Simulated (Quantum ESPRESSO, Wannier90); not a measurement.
# Wannier functions of ZrS2 (CdI2 type)

Cell from Materials Project (mp-1186), symmetrised, no further relaxation. Not found in the COD (Crystallography Open Database) copy used; not checked further. Level: PBEsol, no spin polarisation, no spin-orbit coupling; pw.x of Quantum ESPRESSO at 53 Ry with PseudoDojo potentials, 12×12×6 k-points, Wannier90. Density: 12×12×6 mesh, cold smearing 0.01 Ry. The cell is built of weakly bound layers, chains or molecules, whose nearest atoms lie 3.82 Å apart. Database cells relaxed without dispersion often hold them too far apart, which can enlarge gaps and weakens couplings between them; spacing and stacking were not compared with the measured crystal.

On the energy scale of pw.x, whose zero is arbitrary, the valence-band maximum lies at 6.42 eV.

Input w.win:

```
num_bands = 21
num_wann = 11
exclude_bands = 1-6
num_iter = 0
conv_tol = 1.0e-6
conv_window = 4
dis_num_iter = 1000
dis_conv_tol = 1.0e-6
dis_froz_max = 8.87
write_hr = true
write_u_matrices = true
begin projections
Zr: d
S: p
end projections
begin unit_cell_cart
ang
    3.6913800628    0.0000000000    0.0000000000
   -1.8456900314    3.1968289094    0.0000000000
    0.0000000000    0.0000000000    6.0410800000
end unit_cell_cart
begin atoms_frac
Zr   0.0000000000  0.0000000000  0.0000000000
S   -0.3333333333  0.3333333333 -0.2379100000
S    0.3333333333 -0.3333333333  0.2379100000
end atoms_frac
mp_grid = 12 12 6
begin kpoints
0.0000000000 0.0000000000 0.0000000000
0.0000000000 0.0000000000 0.1666666667
0.0000000000 0.0000000000 0.3333333333
... (861 more lines: the 12x12x6 mesh through Gamma)
end kpoints
```

Input of pw2wannier90.x that gives the overlap and projection files (equivalent; here they were cut from one run over all bands):

```
&inputpp
  outdir = './out'
  prefix = 'pwscf'
  seedname = 'w'
  write_amn = .true.
  write_mmn = .true.
/
```

Output w.wout (banner and timings cut):

```
                                    ------
                                    SYSTEM
                                    ------

                              Lattice Vectors (Ang)
                    a_1     3.691380   0.000000   0.000000
                    a_2    -1.845690   3.196829   0.000000
                    a_3     0.000000   0.000000   6.041080

                   Unit Cell Volume:      71.28904  (Ang^3)

                        Reciprocal-Space Vectors (Ang^-1)
                    b_1     1.702124   0.982722  -0.000000
                    b_2     0.000000   1.965443   0.000000
                    b_3     0.000000  -0.000000   1.040076

 *----------------------------------------------------------------------------*
 |   Site       Fractional Coordinate          Cartesian Coordinate (Ang)     |
 +----------------------------------------------------------------------------+
 | zr   1   0.00000   0.00000   0.00000   |    0.00000   0.00000   0.00000    |
 | s    1  -0.33333   0.33333  -0.23791   |   -1.84569   1.06561  -1.43723    |
 | s    2   0.33333  -0.33333   0.23791   |    1.84569  -1.06561   1.43723    |
 *----------------------------------------------------------------------------*
                                ------------
                                K-POINT GRID
                                ------------

             Grid size = 12 x 12 x  6      Total points =  864

 *---------------------------------- MAIN ------------------------------------*
 |  Number of Wannier Functions               :                11             |
 |  Number of Objective Wannier Functions     :                11             |
 |  Number of input Bloch states              :                21             |
 |  Output verbosity (1=low, 5=high)          :                 1             |
 |  Timing Level (1=low, 5=high)              :                 1             |
 |  Optimisation (0=memory, 3=speed)          :                 3             |
 |  Length Unit                               :               Ang             |
 |  Post-processing setup (write *.nnkp)      :                 F             |
 |  Using Gamma-only branch of algorithms     :                 F             |
 *----------------------------------------------------------------------------*
 *------------------------------- WANNIERISE ---------------------------------*
 |  Total number of iterations                :                 0             |
 |  Number of CG steps before reset           :                 5             |
 |  Trial step length for line search         :             2.000             |
 |  Convergence tolerence                     :         0.100E-05             |
 |  Convergence window                        :                 4             |
 |  Iterations between writing output         :                 1             |
 |  Iterations between backing up to disk     :               100             |
 |  Write r^2_nm to file                      :                 F             |
 |  Write xyz WF centres to file              :                 F             |
 |  Write on-site energies <0n|H|0n> to file  :                 F             |
 |  Use guiding centre to control phases      :                 F             |
 |  Use phases for initial projections        :                 F             |
 *----------------------------------------------------------------------------*
 *------------------------------- DISENTANGLE --------------------------------*
 |  Using band disentanglement                :                 T             |
 |  Total number of iterations                :              1000             |
 |  Mixing ratio                              :             0.500             |
 |  Convergence tolerence                     :         1.000E-06             |
 |  Convergence window                        :                 3             |
 *----------------------------------------------------------------------------*
 *-------------------------------- PLOTTING ----------------------------------*
 |  Plotting Hamiltonian in WF basis          :                 T             |
 *----------------------------------------------------------------------------*

 *---------------------------------- K-MESH ----------------------------------*
 +----------------------------------------------------------------------------+
 |                    Distance to Nearest-Neighbour Shells                    |
 |                    ------------------------------------                    |
 |          Shell             Distance (Ang^-1)          Multiplicity         |
 |          -----             -----------------          ------------         |
 |             1                   0.163787                      6            |
 |             2                   0.173346                      2            |
 |             3                   0.238485                     12            |
 |             4                   0.283687                      6            |
 |             5                   0.327574                      6            |
 |             6                   0.332457                     12            |
 |             7                   0.346692                      2            |
 |             8                   0.370612                     12            |
       ... (lines left out)
 +----------------------------------------------------------------------------+
 | The b-vectors are chosen automatically                                     |
 | The following shells are used:                       1,  2                 |
 +----------------------------------------------------------------------------+
 |                        Shell   # Nearest-Neighbours                        |
 |                        -----   --------------------                        |
 |                          1               6                                 |
 |                          2               2                                 |
 +----------------------------------------------------------------------------+
 | Completeness relation is fully satisfied [Eq. (B1), PRB 56, 12847 (1997)]  |
 +----------------------------------------------------------------------------+
 |                  b_k Vectors (Ang^-1) and Weights (Ang^2)                  |
 |                  ----------------------------------------                  |
 |            No.         b_k(x)      b_k(y)      b_k(z)        w_b           |
 |            ---        --------------------------------     --------        |
 |             1         0.000000    0.163787    0.000000    12.425684        |
 |             2         0.141844    0.081893    0.000000    12.425684        |
 |             3         0.000000   -0.163787    0.000000    12.425684        |
 |             4         0.141844   -0.081893    0.000000    12.425684        |
 |             5        -0.141844   -0.081893    0.000000    12.425684        |
 |             6        -0.141844    0.081893    0.000000    12.425684        |
 |             7         0.000000    0.000000    0.173346    16.639564        |
 |             8         0.000000    0.000000   -0.173346    16.639564        |
 +----------------------------------------------------------------------------+
 |                           b_k Directions (Ang^-1)                          |
 |                           -----------------------                          |
 |            No.           x           y           z                         |
 |            ---        --------------------------------                     |
 |             1         0.000000    0.163787    0.000000                     |
 |             2         0.141844    0.081893    0.000000                     |
 |             3         0.141844   -0.081893    0.000000                     |
 |             4         0.000000    0.000000    0.173346                     |
 +----------------------------------------------------------------------------+

 Starting a new Wannier90 calculation ...

 Reading overlaps from w.mmn

 Reading projections from w.amn

 *------------------------------- DISENTANGLE --------------------------------*
 +----------------------------------------------------------------------------+
 |                              Energy  Windows                               |
 |                              ---------------                               |
 |                   Outer:    1.98504  to   21.83641  (eV)                   |
 |                   Inner:    1.98504  to    8.87000  (eV)                   |
 +----------------------------------------------------------------------------+
   Number of target bands to extract:   11

                   Unitarised projection of Wannier functions
                   ------------------------------------------
   A_mn = <psi_m|g_n> --> S = A.A^+ --> U = S^-1/2.A
   In dis_project... done
   Using an inner window (linner = T)
   In dis_proj_froz... done

                   Extraction of optimally-connected subspace
                   ------------------------------------------
 +---------------------------------------------------------------------+<-- DIS
 |  Iter     Omega_I(i-1)      Omega_I(i)      Delta (frac.)           |<-- DIS
 +---------------------------------------------------------------------+<-- DIS
       1      20.35822128      19.52890409       4.247E-02    <-- DIS
       2      19.67553327      19.28083275       2.047E-02    <-- DIS
       3      19.39786198      19.09968954       1.561E-02    <-- DIS
       4      19.18402382      18.96078991       1.177E-02    <-- DIS
       5      19.01914787      18.85136800       8.900E-03    <-- DIS
       6      18.89066187      18.76348361       6.778E-03    <-- DIS
       ... (lines left out)
     101      18.28100098      18.28111266      -6.109E-06    <-- DIS
       ... (lines left out)
     143      18.28096360      18.28098120      -9.625E-07    <-- DIS
     144      18.28096335      18.28098026      -9.251E-07    <-- DIS
     145      18.28096312      18.28097937      -8.893E-07    <-- DIS

             <<<      Delta < 1.000E-06  over  3 iterations     >>>
             <<< Disentanglement convergence criteria satisfied >>>

        Final Omega_I    18.28097937 (Ang^2)

 +----------------------------------------------------------------------------+

 Writing checkpoint file w.chk... done

 *------------------------------- WANNIERISE ---------------------------------*
 +--------------------------------------------------------------------+<-- CONV
 | Iter  Delta Spread     RMS Gradient      Spread (Ang^2)            |<-- CONV
 +--------------------------------------------------------------------+<-- CONV

 ------------------------------------------------------------------------------
 Initial State
  WF centre and spread    1  ( -0.000000,  0.000000, -0.000000 )     1.84539710
  WF centre and spread    2  (  0.000028, -0.000002,  0.000000 )     1.76220710
  WF centre and spread    3  ( -0.000024, -0.000002,  0.000000 )     1.76209689
  WF centre and spread    4  ( -0.000003, -0.000000, -0.000002 )     1.75358684
  WF centre and spread    5  (  0.000005, -0.000000,  0.000003 )     1.75345839
  WF centre and spread    6  ( -1.845691,  1.065610, -1.476265 )     1.69172825
  WF centre and spread    7  ( -1.845700,  1.046754, -1.379158 )     1.69231496
  WF centre and spread    8  ( -1.845696,  1.084574, -1.379172 )     1.69231952
  WF centre and spread    9  (  1.845691, -1.065611,  1.476265 )     1.69172859
  WF centre and spread   10  (  1.845694, -1.046754,  1.379162 )     1.69231110
  WF centre and spread   11  (  1.845704, -1.084574,  1.379169 )     1.69232242
  Sum of centres and spreads (  0.000007, -0.000004,  0.000002 )    19.02947117

      0     0.190E+02     0.0000000000       19.0294711823  <-- CONV
        O_D=      0.0053755 O_OD=      0.7431163 O_TOT=     19.0294712 <-- SPRD
 ------------------------------------------------------------------------------
 Final State
  WF centre and spread    1  ( -0.000000,  0.000000, -0.000000 )     1.84539710
  WF centre and spread    2  (  0.000028, -0.000002,  0.000000 )     1.76220710
  WF centre and spread    3  ( -0.000024, -0.000002,  0.000000 )     1.76209689
  WF centre and spread    4  ( -0.000003, -0.000000, -0.000002 )     1.75358684
  WF centre and spread    5  (  0.000005, -0.000000,  0.000003 )     1.75345839
  WF centre and spread    6  ( -1.845691,  1.065610, -1.476265 )     1.69172825
  WF centre and spread    7  ( -1.845700,  1.046754, -1.379158 )     1.69231496
  WF centre and spread    8  ( -1.845696,  1.084574, -1.379172 )     1.69231952
  WF centre and spread    9  (  1.845691, -1.065611,  1.476265 )     1.69172859
  WF centre and spread   10  (  1.845694, -1.046754,  1.379162 )     1.69231110
  WF centre and spread   11  (  1.845704, -1.084574,  1.379169 )     1.69232242
  Sum of centres and spreads (  0.000007, -0.000004,  0.000002 )    19.02947117

         Spreads (Ang^2)       Omega I      =    18.280979375
        ================       Omega D      =     0.005375502
                               Omega OD     =     0.743116305
    Final Spread (Ang^2)       Omega Total  =    19.029471182
```
